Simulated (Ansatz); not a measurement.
Here is the system:

ScAl₃ (Cu3Au type)

```yaml
crystal:
  lattice:
    - [4.08581, 0.00000, 0.00000]
    - [0.00000, 4.08581, 0.00000]
    - [0.00000, 0.00000, 4.08581]
  atoms:
    - { symbol: Al, position: [0.00000, 0.50000, 0.50000] }
    - { symbol: Al, position: [0.50000, 0.50000, 0.00000] }
    - { symbol: Al, position: [0.50000, 0.00000, 0.50000] }
    - { symbol: Sc, position: [0.00000, 0.00000, 0.00000] }
```

In each cell atom 1 (Al, nearest neighbour Al at 2.889 Å; its periodic images, 4.1 Å or more away, move with it) moves by s·(0.000, 0.000, 1.000) (along Cartesian z), the rest being held.

Method: r2SCAN (plane waves to 500 eV, PAW, scalar-relativistic; Ansatz, a first-principles code). k mesh 9×9×9 (Γ-centred), Fermi-Dirac smearing 0.05 eV. The energy includes the smearing's −TS. With partly filled bands, energies and forces of such displacements shift with the k mesh and the smearing. ScAl3 is run without spin polarisation. ScAl3 was relaxed with its symmetry unable to fall. ΔE is measured from the undisplaced structure.

The scan covers s from -0.580 to 0.580 Å in 11 points.

Q: Is the energy the same for equal positive and negative displacements?

A: Even: the same for both signs. With its periodic images moving along, the atom's site symmetry in this cell is 4/mmm.

Q: What is the force constant k = d²E/ds² of this move at s = 0?

A: 6.86 eV/Å².

(For displaced atoms, the force is minus the slope of the energy, and its curvature is a force constant, which sets phonon frequencies.)
